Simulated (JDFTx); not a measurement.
An input for a modified build of JDFTx (Mo(100), linear PCM (GLSSA13), water, 1 M NaF; bohr, hartree) and the course of its log:

```
lattice \
  5.9859342669 0.0000000000 0.0000000000 \
  0.0000000000 5.9859342669 0.0000000000 \
  0.0000000000 0.0000000000 42.1408925792
coords-type Lattice
ion Mo 0.0000000000 0.0000000000 -0.1420457400 0
ion Mo 0.5000000000 0.5000000000 -0.0710228700 0
ion Mo 0.0000000000 0.0000000000 0.0000000000 0
ion Mo 0.5000000000 0.5000000000 0.0710228700 0
ion Mo 0.0000000000 0.0000000000 0.1420457400 0
ion-species pseudo/mo_pbe_v1.upf
elec-cutoff 20 100
elec-ex-corr gga-PBE
coulomb-interaction Slab 001
coulomb-truncation-embed 0 0 0
kpoint-folding 8 8 1
elec-smearing Fermi 0.01
elec-n-bands 47
target-mu -0.109880
electronic-scf nIterations 100 energyDiffThreshold 1e-07
fluid LinearPCM
pcm-variant GLSSA13
fluid-solvent H2O
fluid-cation Na+ 1
fluid-anion F- 1
fluid-minimize nIterations 400 knormThreshold 1e-11
wavefunction read f0.wfns
elec-initial-eigenvals f0.eigenvals
elec-initial-fillings read f0.fillings
fluid-initial-state f0.fluidState
dump-name f0_u0.$VAR
dump End State Ecomponents EigStats BandEigs Forces ElecDensity IonicPositions Fillings Kpoints Dtot FluidDebug BoundCharge FluidDensity
```

```
[one cycle in 5 is shown, and the last three; fluid-solver lines are left out]
	FillingsUpdate:  mu: -0.109880000  nElectrons: 72.894482
SCF: Cycle:  0   G: -331.486334536727554   dG: +2.931e+00   |Residual|: 1.642e-01   |deigs|: 3.627e-10
	FillingsUpdate:  mu: -0.109880000  nElectrons: 70.723832
SCF: Cycle:  5   G: -334.278438561727853   dG: -8.880e-02   |Residual|: 3.354e-02   |deigs|: 1.376e-03
	FillingsUpdate:  mu: -0.109880000  nElectrons: 70.318581
SCF: Cycle: 10   G: -334.403796028611225   dG: -1.565e-02   |Residual|: 1.095e-02   |deigs|: 5.540e-04
	FillingsUpdate:  mu: -0.109880000  nElectrons: 69.978517
SCF: Cycle: 15   G: -334.407624040181588   dG: -2.478e-01   |Residual|: 1.258e-02   |deigs|: 4.180e-03
	FillingsUpdate:  mu: -0.109880000  nElectrons: 69.998145
SCF: Cycle: 20   G: -334.407885190734135   dG: -8.428e-02   |Residual|: 1.065e-02   |deigs|: 2.049e-03
	FillingsUpdate:  mu: -0.109880000  nElectrons: 70.205606
SCF: Cycle: 25   G: -334.419217226973728   dG: +2.219e-04   |Residual|: 1.657e-03   |deigs|: 1.005e-04
	FillingsUpdate:  mu: -0.109880000  nElectrons: 70.177619
SCF: Cycle: 30   G: -334.419522826706043   dG: -1.248e-07   |Residual|: 2.680e-05   |deigs|: 1.132e-05
	FillingsUpdate:  mu: -0.109880000  nElectrons: 70.179352
SCF: Cycle: 35   G: -334.419520987248177   dG: +1.883e-06   |Residual|: 1.201e-04   |deigs|: 1.640e-05
	FillingsUpdate:  mu: -0.109880000  nElectrons: 70.176405
SCF: Cycle: 40   G: -334.419522506109502   dG: +3.741e-07   |Residual|: 4.804e-05   |deigs|: 7.673e-06
	FillingsUpdate:  mu: -0.109880000  nElectrons: 70.174062
SCF: Cycle: 45   G: -334.419518981643421   dG: +3.897e-06   |Residual|: 1.820e-04   |deigs|: 2.103e-05
	FillingsUpdate:  mu: -0.109880000  nElectrons: 70.178254
SCF: Cycle: 50   G: -334.419522477353325   dG: +4.025e-07   |Residual|: 5.630e-05   |deigs|: 7.125e-06
	FillingsUpdate:  mu: -0.109880000  nElectrons: 70.177587
SCF: Cycle: 55   G: -334.419522847716337   dG: -2.095e-06   |Residual|: 2.911e-05   |deigs|: 1.810e-05
	FillingsUpdate:  mu: -0.109880000  nElectrons: 70.177355
SCF: Cycle: 60   G: -334.419522873451967   dG: -1.540e-06   |Residual|: 5.944e-06   |deigs|: 1.330e-05
	FillingsUpdate:  mu: -0.109880000  nElectrons: 70.177592
SCF: Cycle: 65   G: -334.419522801632866   dG: +4.275e-08   |Residual|: 2.354e-05   |deigs|: 2.673e-06
	FillingsUpdate:  mu: -0.109880000  nElectrons: 70.178297
SCF: Cycle: 70   G: -334.419522568036257   dG: +2.937e-07   |Residual|: 9.621e-05   |deigs|: 5.503e-06
	FillingsUpdate:  mu: -0.109880000  nElectrons: 70.177350
SCF: Cycle: 75   G: -334.419522871212791   dG: -3.921e-08   |Residual|: 6.340e-06   |deigs|: 3.167e-06
	FillingsUpdate:  mu: -0.109880000  nElectrons: 70.177759
SCF: Cycle: 80   G: -334.419522746205701   dG: -9.496e-09   |Residual|: 2.824e-05   |deigs|: 2.675e-06
	FillingsUpdate:  mu: -0.109880000  nElectrons: 70.172649
SCF: Cycle: 85   G: -334.419514608006807   dG: +8.242e-06   |Residual|: 2.667e-04   |deigs|: 3.182e-05
	FillingsUpdate:  mu: -0.109880000  nElectrons: 70.177052
SCF: Cycle: 90   G: -334.419522844867799   dG: -8.109e-09   |Residual|: 1.272e-05   |deigs|: 2.880e-06
	FillingsUpdate:  mu: -0.109880000  nElectrons: 70.177432
SCF: Cycle: 95   G: -334.419522856812762   dG: -2.176e-07   |Residual|: 9.219e-06   |deigs|: 4.468e-06
	FillingsUpdate:  mu: -0.109880000  nElectrons: 70.177222
SCF: Cycle: 97   G: -334.419522829148718   dG: -2.398e-07   |Residual|: 3.636e-05   |deigs|: 4.274e-06
	FillingsUpdate:  mu: -0.109880000  nElectrons: 70.179771
SCF: Cycle: 98   G: -334.419520527791235   dG: +2.301e-06   |Residual|: 1.391e-04   |deigs|: 1.818e-05
	FillingsUpdate:  mu: -0.109880000  nElectrons: 70.177365
SCF: Cycle: 99   G: -334.419522852776936   dG: -2.325e-06   |Residual|: 1.583e-05   |deigs|: 1.489e-05
SCF: None of the convergence criteria satisfied after 100 iterations.
IonicMinimize: Iter:   0  G: -334.419522852776936  |grad|_K:  0.000e+00
IonicMinimize: Converged (|grad|_K<1.000000e-04).
```

This run gave no converged result. The loop ran out of cycles short of its threshold. It has stalled and not diverged: the last ten energies span 2e-06 Ha, so the total is near its end, but levels, forces and the electron count aren't shown converged.
